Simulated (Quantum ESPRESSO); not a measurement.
## Si3Ge4C (input and log of a self-consistent run)

Simulated, not a measurement. The program is pw.x of Quantum ESPRESSO 7.5 (plane-wave density functional theory). The cell is made up: 8 atoms on a zincblende/diamond lattice, with randomly drawn elements, strain and displacements, not relaxed. PseudoDojo standard norm-conserving files (v0.5 for PBE, v0.4.1 for LDA and PBEsol) set the functional; there is no spin polarisation, spin-orbit coupling or dispersion term, and the masses in the input are unused placeholders.

Input:

```
&control calculation='scf', pseudo_dir='./dojo.nc.sr.pbe.v0_5.standard.upf', outdir='./o', disk_io='low', tprnfor=.true., tstress=.true. /
&system ibrav=0, nat=8, ntyp=3, nbnd=46, ecutwfc=82.02448710, nosym=.true., tot_charge=0,
 occupations='smearing', smearing='fd', degauss=0.0073498644
/
&electrons conv_thr=7.350e-09, electron_maxstep=60, /
ATOMIC_SPECIES
C 1.0 C.upf
Ge 1.0 Ge.upf
Si 1.0 Si.upf
CELL_PARAMETERS angstrom
5.6876 0.0074 -0.0063
0.0074 5.7008 -0.0737
-0.0063 -0.0737 5.6734
ATOMIC_POSITIONS angstrom
Si 0.0227 -0.0473 0.0042
Ge 0.0004 2.8271 2.8172
Si 2.8543 -0.0597 2.8434
Si 2.8413 2.893 -0.0143
Ge 1.3929 1.3877 1.412
Ge 1.4483 4.2214 4.2258
C 4.2566 1.3798 4.2346
Ge 4.2604 4.259 1.3721
K_POINTS automatic
6 6 6 1 1 1
```

The log is shortened where brackets say so; the opening notice, blank lines, dates and the lines on written files are dropped, and the path of the files is cut. It prints rydbergs, bohrs and kilobars, and counts compression as positive stress.

```
     Program PWSCF v.7.5
     Parallel version (MPI & OpenMP), running on       4 processor cores
     Number of MPI processes:                 4
     Threads/MPI process:                     1
     [start-up lines left out]
     bravais-lattice index     =            0
     lattice parameter (alat)  =      10.7480  a.u.
     unit-cell volume          =    1241.1683 (a.u.)^3
     number of atoms/cell      =            8
     number of atomic types    =            3
     number of electrons       =        72.00
     number of Kohn-Sham states=           46
     kinetic-energy cutoff     =      82.0245  Ry
     charge density cutoff     =     328.0979  Ry
     scf convergence threshold =      7.3E-09
     mixing beta               =       0.7000
     number of iterations used =            8  plain     mixing
     Exchange-correlation= PBE
                           (   1   4   3   4   0   0   0)
     [axes and pseudopotential details left out]
   Cartesian axes
     site n.     atom                  positions (alat units)
         1        Si     tau(   1) = (   0.0039911  -0.0083163   0.0007384  )
         2        Ge     tau(   2) = (   0.0000703   0.4970631   0.4953224  )
         3        Si     tau(   3) = (   0.5018454  -0.0104965   0.4999289  )
         4        Si     tau(   4) = (   0.4995597   0.5086497  -0.0025142  )
         5        Ge     tau(   5) = (   0.2449008   0.2439866   0.2482590  )
         6        Ge     tau(   6) = (   0.2546413   0.7422100   0.7429837  )
         7        C      tau(   7) = (   0.7483989   0.2425976   0.7445309  )
         8        Ge     tau(   8) = (   0.7490671   0.7488209   0.2412438  )
     number of k points=   108  Fermi-Dirac smearing, width (Ry)=  0.0073
     Number of k-points >= 100: set verbosity='high' to print them.
     Dense  grid:   124511 G-vectors     FFT dimensions: (  64,  64,  64)
     Estimated max dynamical RAM per process >     463.77 MB
     Estimated total dynamical RAM >       1.72 GB
     Initial potential from superposition of free atoms
     starting charge      71.9948, renormalised to      72.0000
     Starting wfcs are   52 randomized atomic wfcs
     total cpu time spent up to now is       14.0 secs
     per-process dynamical memory:   404.7 Mb
     Self-consistent Calculation
     iteration #  1     ecut=    82.02 Ry     beta= 0.70
     Davidson diagonalization with overlap
     ethr =  1.00E-02,  avg # of iterations =  3.2
     Threshold (ethr) on eigenvalues was too large:
     Diagonalizing with lowered threshold
     Davidson diagonalization with overlap
     ethr =  4.71E-04,  avg # of iterations =  2.3
     total cpu time spent up to now is       80.7 secs
     total energy              =    -751.52357991 Ry
     estimated scf accuracy    <       0.34245594 Ry
     iteration #  2     ecut=    82.02 Ry     beta= 0.70
     Davidson diagonalization with overlap
     ethr =  4.76E-04,  avg # of iterations =  7.4
     total cpu time spent up to now is      119.7 secs
     total energy              =    -751.45118800 Ry
     estimated scf accuracy    <       1.33359946 Ry
     iteration #  3     ecut=    82.02 Ry     beta= 0.70
     Davidson diagonalization with overlap
     ethr =  4.76E-04,  avg # of iterations =  4.4
     total cpu time spent up to now is      156.2 secs
     total energy              =    -751.66014193 Ry
     estimated scf accuracy    <       0.01578317 Ry
     iteration #  4     ecut=    82.02 Ry     beta= 0.70
     Davidson diagonalization with overlap
     ethr =  2.19E-05,  avg # of iterations =  6.5
     total cpu time spent up to now is      196.2 secs
     total energy              =    -751.66260438 Ry
     estimated scf accuracy    <       0.00296713 Ry
     iteration #  5     ecut=    82.02 Ry     beta= 0.70
     Davidson diagonalization with overlap
     ethr =  4.12E-06,  avg # of iterations =  2.9
     total cpu time spent up to now is      228.6 secs
     total energy              =    -751.66309470 Ry
     estimated scf accuracy    <       0.00032397 Ry
     iteration #  6     ecut=    82.02 Ry     beta= 0.70
     Davidson diagonalization with overlap
     ethr =  4.50E-07,  avg # of iterations =  2.1
     total cpu time spent up to now is      259.8 secs
     total energy              =    -751.66316289 Ry
     estimated scf accuracy    <       0.00004438 Ry
     iteration #  7     ecut=    82.02 Ry     beta= 0.70
     Davidson diagonalization with overlap
     ethr =  6.16E-08,  avg # of iterations =  2.6
     total cpu time spent up to now is      289.4 secs
     total energy              =    -751.66317276 Ry
     estimated scf accuracy    <       0.00000250 Ry
     iteration #  8     ecut=    82.02 Ry     beta= 0.70
     Davidson diagonalization with overlap
     ethr =  3.47E-09,  avg # of iterations =  3.8
     total cpu time spent up to now is      323.7 secs
     total energy              =    -751.66317325 Ry
     estimated scf accuracy    <       0.00000043 Ry
     iteration #  9     ecut=    82.02 Ry     beta= 0.70
     Davidson diagonalization with overlap
     ethr =  5.95E-10,  avg # of iterations =  2.2
     total cpu time spent up to now is      353.8 secs
     total energy              =    -751.66317334 Ry
     estimated scf accuracy    <       0.00000005 Ry
     iteration # 10     ecut=    82.02 Ry     beta= 0.70
     Davidson diagonalization with overlap
     ethr =  6.85E-11,  avg # of iterations =  3.1
     total cpu time spent up to now is      384.7 secs
     total energy              =    -751.66317335 Ry
     estimated scf accuracy    <          8.4E-09 Ry
     iteration # 11     ecut=    82.02 Ry     beta= 0.70
     Davidson diagonalization with overlap
     ethr =  1.16E-11,  avg # of iterations =  2.0
     total cpu time spent up to now is      415.4 secs
     End of self-consistent calculation
     Number of k-points >= 100: set verbosity='high' to print the bands.
     the Fermi energy is     6.2987 ev
!    total energy              =    -751.66317335 Ry
     estimated scf accuracy    <          5.2E-10 Ry
     smearing contrib. (-TS)   =      -0.00162973 Ry
     internal energy E=F+TS    =    -751.66154362 Ry
     The total energy is F=E-TS. E is the sum of the following terms:
     one-electron contribution =    -461.84207944 Ry
     hartree contribution      =     270.82695074 Ry
     xc contribution           =    -187.28353121 Ry
     ewald contribution        =    -373.36288372 Ry
     convergence has been achieved in  11 iterations
     Forces acting on atoms (cartesian axes, Ry/au):
     atom    1 type  3   force =    -0.05430651    0.05118299   -0.03081342
     atom    2 type  2   force =    -0.04795699   -0.04781844    0.04221292
     atom    3 type  3   force =     0.03170829    0.06175117    0.04717169
     atom    4 type  3   force =     0.03369692   -0.06873574   -0.04069603
     atom    5 type  2   force =     0.02645492   -0.00575179   -0.01056612
     atom    6 type  2   force =     0.01377486    0.00696322   -0.00212480
     atom    7 type  1   force =    -0.01138264   -0.00804183    0.00510297
     atom    8 type  2   force =     0.00801114    0.01045043   -0.01028721
     Total force =     0.170393     Total SCF correction =     0.000169
     Computing stress (Cartesian axis) and pressure
          total   stress  (Ry/bohr**3)                   (kbar)     P=      -76.05
  -0.00051441  -0.00004440   0.00002185          -75.67       -6.53        3.21
  -0.00004440  -0.00053839   0.00012758           -6.53      -79.20       18.77
   0.00002185   0.00012758  -0.00049811            3.21       18.77      -73.27
     init_run     :     12.54s CPU     13.09s WALL (       1 calls)
     electrons    :    397.23s CPU    401.42s WALL (       1 calls)
     forces       :      4.67s CPU      4.78s WALL (       1 calls)
     stress       :     17.20s CPU     17.37s WALL (       1 calls)
     [timing details left out]
     PWSCF        :   7m12.83s CPU   7m18.17s WALL
     JOB DONE.
```

In other units: free energy -10226.898 eV for the cell, pressure -7.60 GPa, largest force component 1.767 eV/Å. A rerun of a related cell, with the same atoms placed differently, at 1347 eV and a 8 x 8 x 8 mesh moved values by no more than 0.005 eV in energy, 0.02 GPa in stress and 0.004 eV/Å in force.